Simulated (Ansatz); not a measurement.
## CaSn2O5: ¹⁷O NMR of the central transition

Cell: a computed structure from the Materials Project (it need not be an observed phase).

Space group Cmcm (No. 63); a = 4.0011, b = 10.9183, c = 10.8637 Å.

| site | Wyckoff | site symmetry | x | y | z |
| --- | --- | --- | --- | --- | --- |
| Ca | 4c | m2m | 0.5000 | 0.3074 | 0.7500 |
| Sn | 8f | m.. | 0.5000 | 0.6318 | 0.5629 |
| O7 | 4c | m2m | 0.5000 | 0.3015 | 0.2500 |
| O9 | 8f | m.. | 0.5000 | 0.8057 | 0.0532 |
| O13 | 8f | m.. | 0.5000 | 0.4526 | 0.6092 |

One atom of each set is listed; the run and its k-mesh use a cell of 16 atoms with edges of 5.81, 5.81, 10.86 Å.

Method: Kohn–Sham DFT in Ansatz, PBE, plane waves and PAW, scalar-relativistic, 420 eV cutoff, Γ-centred 6×6×2 k-points, Fermi–Dirac smearing 0.02 eV.

¹⁷O has I = 5/2 and Q = -25.58 mb (Pyykkö 2018); at 16.4 T its Larmor frequency is ν₀ = 94.7 MHz. Only the quadrupole interaction is simulated: positions count from each site's isotropic chemical shift, and J coupling is left out, as are shift anisotropy and dipolar coupling, which fast spinning averages.

**Question.** Simulate the second-order pattern (fast magic-angle spinning, Gaussian broadening 0.2 kHz) of site O13 (2 Sn at 2.02–2.08 Å, 1 Ca at 2.20 Å).

**Answer.** The calculation gives C_Q = -5.01 MHz and η = 0.66, so ν_Q = 0.752 MHz and the centre of gravity lies at -19.3 ppm (-1.82 kHz).

```tsv
offset (kHz)	height
-4.470	0
-4.268	4
-4.067	9
-3.865	9
-3.663	16
-3.462	25
-3.260	27
-3.059	29
-2.857	33
-2.655	37
-2.454	55
-2.252	100
-2.051	84
-1.849	79
-1.648	91
-1.446	82
-1.244	63
-1.043	53
-0.841	47
-0.640	43
-0.438	40
-0.236	35
-0.035	14
0.167	0
```

Without spin–orbit coupling (the program notes it for Sn) the gradients are little affected as a rule: paired runs on crystals with a gap mostly move them by under 2 % at such atoms.

The run took 44 s of wall time (44 s of CPU time) and 0.74 GiB at its peak, on 1 thread of Arm Neoverse V2 (aarch64; 8 cores open to the job, memory cap 2.5 GiB, no GPU), a shared host with a load of 0.4 a core.
